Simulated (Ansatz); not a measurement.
Relaxed SiC (zinc blende):

```
CELL_PARAMETERS angstrom
      0.00000     4.37975     4.37975
      2.18988     0.00000     2.18988
      2.18988     2.18988     0.00000
ATOMIC_POSITIONS crystal
  C  0.37500 0.75000 0.75000
  C  0.87500 0.75000 0.75000
  Si 0.00000 0.00000 0.00000
  Si 0.50000 0.00000 0.00000
```

The atoms are displaced by Q × the pattern below (from a DFPT mode at L = (0.5, 0.0, 0.0), largest move 1; Q in Å), at fixed cell. It is one choice among 2 degenerate patterns. (q is in reciprocal vectors of the primitive cell; the cell shown is doubled to hold the pattern.)

| atom | x | y | z |
|---|---|---|---|
| C1 | 0.285 | -0.520 | 0.805 |
| C2 | -0.285 | 0.520 | -0.805 |
| Si3 | 0.109 | -0.198 | 0.307 |
| Si4 | -0.109 | 0.198 | -0.307 |

Level of theory: PBE (plane waves to 420 eV, PAW, scalar-relativistic; Ansatz, an electronic-structure program). k mesh 13×13×13 (Γ-centred), Fermi-Dirac smearing 0.05 eV. SiC was relaxed with its symmetry unable to fall.

At one point of the scan the forces (eV/Å) are:

```json
[
 {"atom": "C1", "Fx": "0.480", "Fy": "-0.715", "Fz": "1.039"},
 {"atom": "C2", "Fx": "-0.235", "Fy": "0.581", "Fz": "-0.951"},
 {"atom": "Si3", "Fx": "0.196", "Fy": "-0.510", "Fz": "0.842"},
 {"atom": "Si4", "Fx": "-0.440", "Fy": "0.644", "Fz": "-0.930"}
]
```

Problem. Which point is it?
A) Q = -0.067 Å
B) Q = -0.083 Å
C) Q = -0.050 Å
D) Q = -0.100 Å

Solution. C, Q = -0.050 Å

(For displaced atoms, the force is minus the slope of the energy, and its curvature is a force constant, which sets phonon frequencies.)
